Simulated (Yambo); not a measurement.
G0W0@PBEsol for HfS2 (CdI2 type, space group P-3m1, No. 164) in Yambo. Reference settings: 6×6×2 Γ-centred k mesh, bands 3 to 200 and a 7 Ry block in the screening, 200 bands in G with the Bruneval-Gonze terminator, plasmon pole fitted at 27.2 eV. The PBEsol gap Γ → L on this mesh is 0.78 eV; G0W0 gaps are taken between the same points.

The settings were changed. The gap went from 1.88 eV to 1.90 eV, and the shift of the valence edge from -0.59 eV to -0.49 eV.

Question: What was changed between the two runs?
A) pole fitted at 40 eV
B) 2 Ry block
C) 128 bands in G, no terminator
D) 128 bands in W, 128 bands in G

Answer: D, 128 bands in W, 128 bands in G. The others gave (gap, valence shift): 128 bands in G, no terminator: 1.91, -0.32 eV; 2 Ry block: 1.70, -0.24 eV; pole fitted at 40 eV: 1.88, -0.64 eV.

Spin-orbit coupling is included.

Geometry relaxed with PBE+D3(BJ); primitive cell a = b = 3.6089 Å, c = 5.7581 Å, α = β = 90.00°, γ = 120.00°.

A shift is the quasiparticle energy of the state minus its PBEsol energy.
